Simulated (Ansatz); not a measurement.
A geometry of La$_{2}$O$_{3}$ away from equilibrium: step 3 of the relaxation of a generated cell, La2O3 placed in the AFLOW prototype A3B2_hP5_164_ad_d (D5_13, as in Al3Ni2). Method: PBEsol (plane waves to 420 eV, PAW, scalar-relativistic; Ansatz, a quantum-chemistry and plane-wave program). Γ-centred k-mesh 6×6×5 on the run's cell (coarser than for final values), Fermi–Dirac smearing 0.05 eV. The plane waves were selected for a different cell earlier on the path.

```yaml
crystal:
  lattice:
    - [4.17189, 0.00000, 0.00000]
    - [-2.08595, 3.61296, 0.00000]
    - [0.00000, 0.00000, 5.12373]
  atoms:
    - { symbol: O, position: [0.00000, 0.00000, 0.00000] }
    - { symbol: O, position: [0.33333, 0.66667, 0.67054] }
    - { symbol: O, position: [0.66667, 0.33333, 0.32946] }
    - { symbol: La, position: [0.33333, 0.66667, 0.22493] }
    - { symbol: La, position: [0.66667, 0.33333, 0.77507] }
```

**Question.** What forces act on the atoms (eV/Å)?

**Answer.** 
```csv
atom,Fx,Fy,Fz
O1,0.00,0.00,0.00
O2,0.00,0.00,0.20
O3,0.00,0.00,-0.20
La4,0.00,0.00,0.59
La5,0.00,0.00,-0.59
```

The path ends in P-3m1 (No. 164). No spin polarisation in the result.

The run could not lose the symmetry of its start.

The first start was generated by placing the elements on the sites of a structure type. Materials Project lists a structure of La2O3 in the same space group, P-3m1 (No. 164); the sites were not compared with it, nor with measured phases.
